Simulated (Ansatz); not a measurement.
**A plane-wave run on BiPt$_{3}$**

input.yaml (Ansatz 0.2.0)

```yaml
crystal:
  lattice:
    - [4.169908, 0.0, 0.0]
    - [0.0, 4.169908, 0.0]
    - [0.0, 0.0, 4.169908]
  atoms:
    - { symbol: Pt, position: [0.5, 0.5, 0.0] }
    - { symbol: Pt, position: [0.0, 0.5, 0.5] }
    - { symbol: Pt, position: [0.5, 0.0, 0.5] }
    - { symbol: Bi, position: [0.0, 0.0, 0.0] }
  symmetry: { tolerance: 0.0003 }
kpoints:
  mp_grid: { grid: [3, 3, 3], shift: [0, 0, 0] }
magnetization:
  spin_polarized: false
scf:
  occupations: { method: fermi_dirac }
hamiltonian:
  pseudopotentials: { kind: paw }
  xc: pbe0
basis:
  ecutwfc: 420
  fft_grid_basis: typed
output:
  forces: true
  stress: true
  eigenvalues: true
  bader: true
  populations: true
  elf: true
  write_potential: true
  volumetric_format: npy
  dos:
    e_range: [-12, 8]
    de: 0.05
    projected: { site_lists: { Bi: [Bi], Pt: [Pt] } }
  write_density: true
```

Run as

```sh
ansatz run input.yaml --threads 2 --pin off --max-ram 5120MiB --backend cpu --events-out ev --progress --plain --runs-dir out
```

Excerpt of what it printed:

```
Warning: output.stress: scf.convergence.dr2_threshold = 1e-7 eV (the SCF's general default) is looser than the 4e-10 eV advised for a printed stress (1e-10 eV for each atom of the cell: 4).
Warning: output.stress: scf.exx.energy_threshold = 1e-6 eV is looser than the 4e-8 eV advised for a stress under a hybrid functional (1e-8 eV for each atom of the cell: 4). Every SCF of the exchange loop can meet its threshold on dr2 while the loop round them stops early: no threshold on dr2 bounds what that leaves in the stress. Set scf.exx.energy_threshold to 4e-8 eV or tighter.
Pseudopotentials: kind: paw
Pseudopotential: Pt, paw, valence charge 18, recommended cutoff 420 eV (normal), Pt.paw.azcp
Pseudopotential: Bi, paw, valence charge 15, recommended cutoff 420 eV (normal), Bi.paw.azcp
Functional definition: PBE0
  exchange = (1 - a)*pbe_x(kappa = kappa, mu = beta*pi^2/3) + a*exact_x
  correlation = pbe_c(beta = beta)
Crystal: 4 atoms, lattice volume = 72.507 Å³
Basis set: ecut = 420 eV, 1365 PW (Γ), exchange–correlation on 60×60×60 points (8 copies of the dense FFT grid, shifted against one another)
Bands: 42, of which v1, the nominal top of the filled ones, is band 35 counted from 1 (34 counted from 0)
Symmetry: 48 space group operations
Space group: Pm-3m (ITA 221), of the structure as read, at distance tolerance 1.3e-3 Å
k-points: 4 of 27
Initial density: superposition of atomic densities (neutral atoms: chi_scale 0, normalization atom), corrected by the library's trained network
Functional: x = pbe(κ = 0.804, μ = 0.2195), c = pbe(β = 0.0667), warm-up for x = 0.75 pbe(κ = 0.804, μ = 0.2195) + 0.25 exact, c = pbe(β = 0.0667)
SCF iter   1: F=—  Δρ=5.78e-3  dr2=3.13e-2
SCF iter   2: F=—  Δρ=1.83e-3  dr2=8.61e-4
SCF iter   3: F=—  Δρ=7.19e-4  dr2=9.47e-5
SCF iter   4: F=—  Δρ=7.29e-5  dr2=2.33e-6
SCF iter   5: F=—  Δρ=2.35e-5  dr2=2.12e-7
SCF iter   6: F=—  Δρ=3.59e-6  dr2=6.68e-9
SCF iter   7: F=-49965.4227 eV  Δρ=1.02e-6  dr2=2.21e-10
SCF iter   1: F=—  Δρ=1.75e-2  dr2=3.21e-1
SCF iter   2: F=—  Δρ=9.84e-3  dr2=8.94e-2
SCF iter   3: F=—  Δρ=3.63e-3  dr2=8.63e-3
…
SCF iter   3: F=—  Δρ=4.96e-5  dr2=1.68e-6
SCF iter   4: F=—  Δρ=8.17e-6  dr2=2.94e-7
SCF iter   5: F=—  Δρ=1.78e-6  dr2=2.62e-7
SCF iter   6: F=—  Δρ=1.22e-5  dr2=8.55e-8 (applied; sched 1.12e-12)
SCF iter   7: F=—  Δρ=5.09e-7  dr2=1.95e-8 (applied; sched 1.12e-12)
SCF iter   8: F=-49964.4030 eV  Δρ=3.45e-6  dr2=5.98e-9 (applied; sched 1.00e-12)
hybrid outer 2: dexx = +5.688e-6 eV, tail = 1.15e-7 eV, Δε = 9.98e-3 eV (about 3.14e-4 eV left of the loop's levels)
SCF iter   1: F=—  Δρ=9.04e-6  dr2=1.44e-8
SCF iter   2: F=-49964.4030 eV  Δρ=4.68e-6  dr2=3.60e-9
hybrid outer 3: dexx = +6.300e-9 eV, tail = 8.26e-9 eV, Δε = 3.05e-4 eV (about 8.46e-5 eV left of the loop's levels), ΔF = 3.37e-29 eV/Å (tail inf)
Free energy (F): -49964.4030 eV
Frozen-core exchange: fock
Harris-Foulkes:  -49964.4030 eV  (|F-HF|=2.01e-9)
Internal energy: -49964.3238 eV  (E = F + TS)
E sigma→0 (E₀):  -49964.3634 eV
Entropy (-TS):   -0.0792 eV (-19.806 meV/atom)
Fermi energy:    19.3349 eV
--- Per-component energies (eV) ---
  E_band       = -699.3866
  E_kinetic    = 2220.1077
  E_local      = -6180.7807  (includes V_loc(G=0)·N_el)
  E_nonlocal   = 1173.9318
  E_hartree    = 2240.3878
  E_xc         = -720.0212
  E_vxc        = -808.7175  (∫ρ·V_xc dr)
  E_exx        = -255.4857  (= α·E_x^exact, valence–valence)
  E_paw        = -38987.8831  (= ΣΔE_a)
  E_vpaw       = -1073.7312  (= ΣTr[D̂ρ^β])
  E_aug_tail   = 0.0001  (compensation charges beyond the density's cutoff)
  E_ewald      = -9448.6409
  E_core_change = -5.9397  (= ΣΔE_core)
  E_smearing   = -0.0792  (= −TS)
--- Stress (GPa, compression-positive) ---
       -5.9187       0.0000       0.0000
        0.0000      -5.9187       0.0000
        0.0000       0.0000      -5.9187
  P = ⅓ Tr σ = -5.9187 GPa (-59.187 kbar)
--- Löwdin populations: 4 sites ---
  site symbol       q [e]
     0     Pt     17.9493
     1     Pt     17.9493
     2     Pt     17.9493
     3     Bi     14.7399
  spilling = 0.0060 (of n_electrons = 69.0000)
--- Bader charges: 4 sites ---
  site symbol  charge [e]  shift [e]
     0     Pt     -0.3464     0.0000
     1     Pt     -0.3464     0.0000
     2     Pt     -0.3464     0.0000
     3     Bi      1.0391     0.0000
```

Total energies depend on the potentials used, so only differences within one code and one set of settings carry meaning.

Origin: a known structure type with other elements, at an estimated volume, so it need not be a known compound. Caveats: the exchange threshold is loose for a stress; the SCF threshold is loose for a stress; hybrid functional on a coarse k mesh.

Run time, from the program's own first density: 17 s on 2 threads of Intel(R) Xeon(R) Platinum 8375C CPU @ 2.90GHz (Ice Lake) (shared host), peak memory 0.75 GiB.
